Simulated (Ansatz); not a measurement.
Values for one crystal, relaxed and computed with the program Ansatz at the r²SCAN level (PAW); other levels are named.

```yaml
volume_per_atom: 17.51 Å³
band_gap: 4.57 eV (indirect)
Electron effective mass with spin–orbit coupling: 4.0 mₑ (isotropic)
valence_band_maximum: at W
HSE06 gap on the r²SCAN cell: 5.41 eV
electron_effective_mass: 0.85, 0.85, 13 mₑ (principal values)
Bulk modulus (Birch–Murnaghan fit): 40.1 GPa
```

Q: Pick the material that matches.
A) NaH, rock salt
B) NaF, rock salt
C) RbLuO2, R-3m (Rb on 3a, Lu on 3b, O on 6c)
D) Rb2NaSbF6, Fm-3m (Rb on 8c, Na on 4b, Sb on 4a, F on 24e)

A: D, Rb2NaSbF6, Fm-3m (Rb on 8c, Na on 4b, Sb on 4a, F on 24e)

The workflow started from a Materials Project entry (that database holds measured and hypothetical structures alike); the Crystallography Open Database copy checked does not list it. Its standing as an ambient phase is unchecked. The cell was relaxed with r²SCAN under the symmetry of its start; whether a distortion lowers the energy is not shown. Spin–orbit coupling is left out wherever it is not named.

Potentials: the later of the program's two PAW sets.
